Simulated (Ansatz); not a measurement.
# ScAl: an elastic constant from a strain scan

Computed with DFT PBEsol, scalar-relativistic, plane waves, PAW (Ansatz). Cutoff 420 eV, Γ-centred 16×16×12 k-points, Gaussian smearing of 0.15 eV. No spin polarisation. Energies are free energies at this smearing, counted from the undisturbed cell; pressure is positive in compression.

Reference structure (relaxed at this level; it needn't be the usual structure):

```yaml
crystal:
  lattice:
    - [1.64536, -5.50863, 0.00000]
    - [1.64536, 5.50863, 0.00000]
    - [0.00000, 0.00000, 4.33681]
  atoms:
    - { symbol: Sc, position: [0.83726, 0.16274, 0.25000] }
    - { symbol: Sc, position: [0.16274, 0.83726, 0.75000] }
    - { symbol: Al, position: [0.56960, 0.43040, 0.25000] }
    - { symbol: Al, position: [0.43040, 0.56960, 0.75000] }
```

The cell is strained by ε times the Voigt pattern (0, 1, 0, 0, 0, 0) (xx, yy, zz, yz, xz, xy; engineering shear) with fractional coordinates fixed. The cell holds 4 atoms in V0 = 78.61 Å³. The stress column is τ = (1/V0) dE/dε, got from the stress tensor σ (compression positive) at each point as −det(1 + εP) σ : P(1 + εP)⁻¹, with P the pattern as a tensor.

| ε | ΔE (meV/atom) | τ (GPa) |
| --- | --- | --- |
| -0.0600 | 46.904 | -13.740 |
| -0.0300 | 10.877 | -6.115 |
| 0.0000 | 0.000 | -0.036 |
| 0.0150 | 2.308 | 2.492 |
| 0.0450 | 19.489 | 6.659 |
| 0.0600 | ? | ? |

Task: Which combination of elastic constants does this scan measure, and how large is it?

Result: For small ε, τ = τ0 + Kε with K = pᵀCp, which for this pattern is C22 in the Cartesian frame shown. The parabola through τ at ε = -0.0300, 0 and 0.0150 has slope K = 180 GPa at zero. The energies per cell, E = NΔE, of the same two points give K = 2[E(ε₊)/ε₊ − E(ε₋)/ε₋]/[(ε₊ − ε₋)V0] = 187 GPa, in agreement. These are clamped-ion values.

Task: Predict the withheld row at ε = 0.0600 from the harmonic law, and compare.

Result: ΔE = V0(τ0 ε + Kε²/2)/N = 39.457 meV/atom and τ = 10.76 GPa. The calculation gives 33.332 meV/atom and 8.35 GPa: the energy lies 16 % below the harmonic value, as bonds soften when stretched.

Forces appear on the atoms along this scan, and letting them relax would lower the energy and soften the response. In a metal these slopes depend on the k mesh and the smearing.